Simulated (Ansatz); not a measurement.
**CaC$_{2}$: strain energy, fitted**

CaC$_{2}$, R-3m, a = 3.861 Å, c = 11.782 Å. The structure is a Materials Project entry; whether it is the stable form wasn't checked. Ansatz: r2SCAN, PAW, 500 eV, Γ-centred 9×9×2 mesh on 9 atoms, Gaussian smearing 0.02 eV; no spin polarisation. Series: strain along c alone, the other axes held, atoms relaxed; x is the strain in per cent. y is the free energy over the unstrained cell, V0 = 16.905 Å³/atom.

```tsv
x (%)	y (meV/atom)
-4.5	?
-3.0	5.49
-1.5	1.39
0.0	0.00
1.5	1.28
3.0	5.19
```

Fit y = c2 x² + c3 x³ to the other rows, turn c2 into a modulus, and predict the missing energy.

Least squares on the rows shown. y = 0.5933 x² − 0.005721 x³. In eV per unit strain² c2 is 5.933; this is C33 with relaxed ions (E = ½ C33 V0 ε²): 2 × 5.933 × 160.2 / (16.905) = 112 GPa. The unstrained cell keeps some stress along the strain, worth a slope of -0.03 meV/atom per %, which the form leaves out. At x = -4.5 the fit asked for gives 12.54 meV/atom. The run gave 12.34 meV/atom, so the fit is 0.20 meV/atom too high, 1.6 % of the span of the series, against an rms of 0.03 meV/atom on the fitted rows. The row lies outside the fitted range. With a term in x⁴ added, a fit to the same known rows predicts 12.54 meV/atom, no real gain.